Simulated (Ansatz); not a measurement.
Starting cell, HfN (rock salt):

```
CELL_PARAMETERS angstrom
      0.00000     2.26297     2.26297
      2.26297     0.00000     2.26297
      2.26297     2.26297     0.00000
ATOMIC_POSITIONS crystal
  N  0.00000 0.00000 0.00000
  Hf 0.50000 0.50000 0.50000
```

In each cell atom 1 (N, nearest neighbour Hf at 2.263 Å; its periodic images, 3.2 Å or more away, move with it) moves by s·(1.000, 0.000, 0.000) (along Cartesian x), the rest being held.

These are r2SCAN (plane waves to 500 eV, PAW, scalar-relativistic; Ansatz, a program for electronic structure) values and carry that method's errors. k mesh 14×14×14 (Γ-centred), Fermi-Dirac smearing 0.05 eV. E stands for the smeared free energy. Stress and pressure are positive under compression. Left out: 2 of 11 points, with atoms too close for the PAW data. With partly filled bands, energies and forces of such displacements shift with the k mesh and the smearing. F∥ is the force on the atom along that direction. HfN is run without spin polarisation. HfN was relaxed with its symmetry unable to fall. Spin-orbit coupling is left out, though Hf is heavy. The PAW data are Ansatz's earlier set. ΔE is measured from the undisplaced structure.

```csv
s (Å),ΔE (meV/cell),P (GPa),F∥ (eV/Å)
-0.360,829,[?],5.127
-0.270,441,[?],3.521
-0.180,190,4.3,[?]
-0.090,47,1.1,1.046
0.000,0,0.0,0.000
0.090,47,1.1,-1.046
0.180,190,4.3,[?]
0.270,441,[?],-3.521
0.360,829,[?],-5.127
```

Question: Complete the blanks.

Answer: 
- -0.360, P (GPa): 18.3
- -0.270, P (GPa): 9.9
- -0.180, F∥ (eV/Å): 2.159
- 0.180, F∥ (eV/Å): -2.159
- 0.270, P (GPa): 9.9
- 0.360, P (GPa): 18.3

(A displaced cell: forces are minus the slopes of the energy, force constants its curvatures, and phonons follow from these.)
